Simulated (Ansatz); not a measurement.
The cell comes from COD entry 1534903, which wasn't checked; take it as a given geometry. The listed cell was then made from it by scaling, straining or moving an atom.

An input for Nb: DFT, PBEsol, all-electron PAW with datasets made for the crystal, scalar-relativistic (Ansatz 0.2.0).

Command: `ansatz run input.yaml --threads 1 --pin off --max-ram 3072MiB --backend cpu --events-out ev --progress --plain --runs-dir out` The run took 2.9 s on 1 thread of Arm Neoverse V2, on a shared host, peak memory 0.29 GiB.

```yaml
crystal:
  lattice:
    - [0.0, 2.1290070307, 2.1290070307]
    - [2.1290070307, 0.0, 2.1290070307]
    - [2.1290070307, 2.1290070307, 0.0]
  atoms:
    - { symbol: Nb, position: [0.0, 0.0, 0.0] }
kpoints:
  mp_grid: { grid: [13, 13, 13] }
scf:
  occupations: { method: fermi_dirac, width: 0.08 }
hamiltonian:
  xc: pbesol
  pseudopotentials: { kind: all_electron, datasets: crystal }
output:
  forces: true
  stress: true
  eigenvalues: true
  efg: { contact_densities: true }
```

Set-up and iterations as logged by Ansatz (the results part is left out, to be predicted):

```
hamiltonian.pseudopotentials.datasets: crystal makes datasets for this crystal and solves the spheres of its atoms anew in each pass: cutoff 240.0 eV, the density's 960.0 eV; for an error of 0.50 meV an atom under PBE, 0.5 meV for the cell; an energy difference from a run of another recipe may be off by several times the error for the cell, under r2SCAN by more, where some 0.1 meV an atom stays at smaller errors; Nb in spheres of 1.376 Å, 13 of its electrons in bands
Engine: ansatz 0.2.0
Pseudopotentials: kind: all_electron
Pseudopotential: Nb, paw, valence charge 13, recommended cutoff 240 eV (normal), Koelling and Harmon's equation, gaussian nucleus
Functional definition: PBEsol
  exchange = pbesol_x
  correlation = pbesol_c
Crystal: 1 atoms, lattice volume = 19.300 Å³
Basis set: ecut = 240 eV, 169 PW (Γ), exchange–correlation on 32×32×32 points (8 copies of the dense FFT grid, shifted against one another)
Bands: 11, of which v1, the nominal top of the filled ones, is band 7 counted from 1 (6 counted from 0)
Symmetry: 48 space group operations
Space group: Fm-3m (ITA 225), of the structure as read, at distance tolerance 2.7e-5 Å
k-points: 84 of 2197
Non-local potential: Nb, projectors of the file, l = 0: 2, l = 1: 2, l = 2: 2
PAW form: soft (Blöchl's): semilocal exchange-correlation on the pseudo side does not see the compensation charge
PAW one-centre angular grid: Nb, 590 points (default); XC on its mesh's 1889 points in the sphere
Initial density: superposition of atomic densities (neutral atoms: chi_scale 0, normalization atom)
Initial wavefunctions: pseudopotential atomic-orbital guess
Functional: x = pbesol(κ = 0.804, μ = 0.12345679012345678), c = pbesol(β = 0.046)
iter 1 solved again at ethr=1.54e-2 eV; its pass at ethr=1.00e-1 eV (dr2=2.01e0 eV) is discarded
SCF iter   1: F=—  HF=-103889.202458 eV  |F-HF|=—  |Δ(HF+E_count)|=         —  Δρ=9.25e-2  dr2=2.03e0  ethr=1.54e-2  ⟨swp⟩=2.1  Hψ=4881  notcnv=0
iter 2 solved again at ethr=3.93e-4 eV; its pass at ethr=1.54e-2 eV (dr2=5.10e-2 eV) is discarded
SCF iter   2: F=—  HF=-103888.556876 eV  |F-HF|=—  |Δ(HF+E_count)|=   6.46e-1  Δρ=1.88e-2  dr2=5.07e-2  ethr=3.93e-4  ⟨swp⟩=2.0  Hψ=4472  notcnv=0
SCF iter   3: F=—  HF=-103888.537284 eV  |F-HF|=—  |Δ(HF+E_count)|=   1.96e-2  Δρ=6.22e-3  dr2=3.57e-3  ethr=3.90e-4  ⟨swp⟩=2.0  Hψ=1831  notcnv=0
SCF iter   4: F=—  HF=-103888.536030 eV  |F-HF|=—  |Δ(HF+E_count)|=   1.25e-3  Δρ=5.19e-4  dr2=4.23e-5  ethr=2.75e-5  ⟨swp⟩=2.7  Hψ=1595  notcnv=0
SCF iter   5: F=—  HF=-103888.536793 eV  |F-HF|=—  |Δ(HF+E_count)|=   7.63e-4  Δρ=2.18e-4  dr2=2.93e-6  ethr=3.25e-7  ⟨swp⟩=2.9  Hψ=2266  notcnv=0
SCF iter   6: F=—  HF=-103888.536792 eV  |F-HF|=—  |Δ(HF+E_count)|=   6.84e-7  Δρ=3.38e-5  dr2=1.26e-7  ethr=2.25e-8  ⟨swp⟩=3.0  Hψ=1705  notcnv=0
SCF iter   7: F=-103888.536792 eV  HF=-103888.536792 eV  |F-HF|=6.98e-10  |Δ(HF+E_count)|=   6.52e-9  Δρ=3.70e-6  dr2=2.17e-9  ethr=9.72e-10  ⟨swp⟩=2.1  Hψ=1529  notcnv=0
```

Task: What pressure will this run report?

Result: -9.52 GPa (positive in compression).
